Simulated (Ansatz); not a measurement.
Total density of states per atom from r²SCAN (plane waves, PAW; program Ansatz), in 0.25 eV bins, energy from the Fermi level:

(E (eV), states/eV/atom): (-7.85, 0.64); (-7.60, 0.40); (-7.35, 0.68); (-7.10, 0.66); (-6.85, 0.68); (-6.60, 1.11); (-6.35, 0.96); (-6.10, 0.71); (-5.85, 1.03); (-5.60, 0.85); (-5.35, 0.85); (-5.10, 0.76); (-4.85, 0.54); (-4.60, 0.47); (-4.35, 0.36); (-4.10, 0.21); (-3.85, 0.34); (-3.60, 0.51); (-3.35, 0.55); (-3.10, 0.71); (-2.85, 0.95); (-2.60, 0.73); (-2.35, 1.84); (-2.10, 1.91); (-1.85, 1.64); (-1.60, 1.61); (-1.35, 1.10); (-1.10, 0.55); (-0.85, 0.20); (-0.60, 0.14); (-0.35, 0.15); (-0.10, 0.12); (0.15, 0.09); (0.40, 0.25); (0.65, 0.71); (0.90, 0.47); (1.15, 0.54); (1.40, 1.18); (1.65, 1.08); (1.90, 0.61); (2.15, 0.06); (2.40, 0.00); (2.65, 0.00); (2.90, 0.03); (3.15, 0.07); (3.40, 0.14); (3.65, 0.28); (3.90, 0.32); (4.15, 0.36); (4.40, 0.41); (4.65, 0.08)

Task: Which compound is it?
A) SrPt5, P6/mmm (Sr on 1a, Pt on 3g, Pt on 2c)
B) Be3Co, I4/mmm (Be on 4d, Be on 2b, Co on 2a)
C) ZrO2, Pbca (Zr on 8c, O on 8c, O on 8c)
D) CoPtO2, R-3m (Pt on 3a, Co on 3b, O on 6c)

Result: D, CoPtO2, R-3m (Pt on 3a, Co on 3b, O on 6c). Within 0.5 eV of the Fermi level: Pt 5d 66 %, Co 3d 16 %, Pt 6s 8 %. Projections are on Löwdin-orthogonalised atomic valence shells; empty p or d shells of many metals are not among them.

The r²SCAN relaxation kept the symmetry of its start. The workflow began spin-polarised and lost its moments. No Hubbard U is applied. The compound may be a true metal, but semilocal functionals without U, or a wrong spin order, can also close a gap. Spin–orbit coupling is left out wherever it is not named.

Potentials: the later of the program's two PAW sets.
